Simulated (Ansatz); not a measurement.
Input and command of a calculation in Ansatz (plane waves; scalar-relativistic PAW potentials unless the input names others):

```yaml
crystal:
  lattice:
    - [3.0471985752, 0.0, 0.0]
    - [0.0, 3.0471985752, 0.0]
    - [0.0, 0.0, 3.0471985752]
  atoms:
    - { symbol: Ti, position: [0.5, 0.5, 0.5] }
    - { symbol: Ni, position: [0.0, 0.0, 0.0] }
basis:
  ecutwfc: 500
kpoints:
  mp_grid: { grid: [14, 14, 14] }
hamiltonian:
  xc: r2scan
scf:
  occupations: { method: gaussian, width: 0.1 }
  max_iter: many
output:
  forces: true
  eigenvalues: true
  stress: true
```

```bash
ansatz run input.yaml --threads 1 --pin off --max-ram 2560MiB --backend cpu --events-out ev --progress --plain --runs-dir out
```

Task: What is wrong with this input?

Result: The program refuses it, because of a value of the wrong type (scf.max_iter: not typed → "many"). Without that key it is accepted.

Abridged log:
```
Error: YAML parse error: error: line 17 column 13: invalid u64
  --> <input>:17:13
   |
15 | scf:
16 |   occupations: { method: gaussian, width: 0.1 }
17 |   max_iter: many
   |             ^ invalid u64
18 | output:
19 |   forces: true
   |
```